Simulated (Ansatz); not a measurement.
LiZn:
```cif
data_Li8Zn8
_chemical_formula_sum 'Zn8 Li8'
_space_group_name_H-M_alt 'Fd-3m :1'
_space_group_IT_number 227
_space_group_name_Hall 'F 4d 2 3 -1d'
_cell_length_a 6.09460
_cell_length_b 6.09460
_cell_length_c 6.09460
_cell_angle_alpha 90.000
_cell_angle_beta 90.000
_cell_angle_gamma 90.000
loop_
_atom_site_label
_atom_site_type_symbol
_atom_site_symmetry_multiplicity
_atom_site_Wyckoff_symbol
_atom_site_fract_x
_atom_site_fract_y
_atom_site_fract_z
_atom_site_occupancy
Zn1 Zn 8 b 0.50000 0.50000 0.50000 1
Li1 Li 8 a 0.00000 0.00000 0.00000 1
```
(The calculation used a cell of 4 atoms; values per cell refer to that cell.)

Relaxed with r²SCAN.

Q: Tabulate the valence density and the electron localisation function along the shortest Zn–Zn contact (2.64 Å), r²SCAN (plane waves, PAW; program Ansatz).

A: 

```
distance from Zn (Å)  density (e/Å³)   ELF
--------------------  --------------  ----
0.26                           21.52  0.00
0.40                            9.08  0.01
0.53                            3.35  0.04
0.66                            1.39  0.11
0.79                            0.74  0.18
0.92                            0.45  0.22
1.06                            0.32  0.25
1.19                            0.27  0.32
1.32                            0.25  0.37
1.45                            0.27  0.32
1.58                            0.32  0.25
1.72                            0.45  0.22
1.85                            0.74  0.18
1.98                            1.39  0.11
2.11                            3.35  0.04
2.24                            9.08  0.01
2.38                           21.52  0.00
```

The density is the valence pseudo-density with augmentation charge, so density and ELF within about 1 Å of a nucleus are not all-electron values.

The workflow started from an entry of the Crystallography Open Database (COD). Its standing as an ambient phase is unchecked. Symmetry was held in the r²SCAN relaxation; whether a distortion lowers the energy is not shown.

Potentials: the later of the program's two PAW sets.
